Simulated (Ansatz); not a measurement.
Consider the following.

LaI$_{2}$:
```
LaI2
1.0
   -1.97905     1.97905     7.31411
    1.97905    -1.97905     7.31411
    1.97905     1.97905    -7.31411
La I
1 2
Cartesian
  0.00000   0.00000   0.00000
  0.00000   0.00000   9.21673
  0.00000   0.00000   5.41150
```

This is the r²SCAN-relaxed structure.

Task: All from the program Ansatz at the r²SCAN level (PAW), unless another level is named. Give the electronic character.

Result: metallic (no gap).

Task: Next, the formation energy from the elements (no fitted shifts)?

Result: -1.63 eV/atom.

Task: Predict the density of states at the Fermi level.

Result: 0.39 states/eV per atom (mean over ±0.08 eV).

Space group I4/mmm (MoSi2 or CaC2 type). The first step of the workflow began from a Materials Project structure, measured or hypothetical; the Crystallography Open Database files this formula in space group No. 139, but the cells were not matched. Its standing as an ambient phase is unchecked. Symmetry was held in the r²SCAN relaxation; its stability against distortions is not shown here. A crystal of weakly bound layers computed without a dispersion correction: the cell and the soft elastic constants depend strongly on that. With an odd number of electrons in the cell and no spin polarisation, the count alone makes it a metal. The references are the lowest solids computed at this level, not always the standard phases. Spin–orbit coupling is left out wherever it is not named.

Potentials: the later of the program's two PAW sets.
